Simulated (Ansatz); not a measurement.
An Ansatz (an electronic-structure program) input:

Ansatz 0.2 input:
```yaml
crystal:
  lattice:
    - [4.02047664, 0.0, 0.0]
    - [0.0, 4.02047664, 0.0]
    - [0.0, 0.0, 4.02047664]
  atoms:
    - { symbol: Sc, position: [0.0, 0.0, 0.0] }
    - { symbol: F, position: [0.0, 0.0, 0.5] }
    - { symbol: F, position: [0.5, 0.0, 0.0] }
    - { symbol: F, position: [0.0, 0.5, 0.0] }
kpoints:
  mp_grid: { grid: [5, 5, 5] }
hamiltonian:
  xc: hse06
  pseudopotentials: { kind: paw }
scf:
  n_extra_bands: 6
  occupations: { method: fixed }
output:
  eigenvalues: true
  eigenstates:
    e_range: [-9.0, 17.4]
    kpoints:
      - [0.5, 0.5, 0.5]  # VBM
      - [0.0, 0.0, 0.0]  # CBM
      - [0.0, 0.0, 0.0]  # GAMMA
      - [0.5, 0.5, 0.5]  # R
      - [0.5, 0.5, 0.0]  # M
      - [0.0, 0.5, 0.0]  # X
```

Q: How many symmetry operations and irreducible k-points will the run report?

A: 48 operations, 10 of 125 k-points.

Q: With a cutoff of 420 eV, how many plane waves at Γ?

A: 1309.

It took roughly 40 core-seconds on shared server cores.

The points marked VBM and CBM come from a semilocal run.

Space group Pm-3m (ReO3 type). The workflow started from a Materials Project entry (that database holds measured and hypothetical structures alike); the Crystallography Open Database files this formula in space group No. 221, but the cells were not matched. Whether it is the stable phase at ambient conditions was not checked. The cell was relaxed with PBEsol under the symmetry of its start; whether a distortion lowers the energy is not shown. No spin polarisation was allowed.

Potentials: the later of the program's two PAW sets.

Ansatz is a plane-wave DFT program.
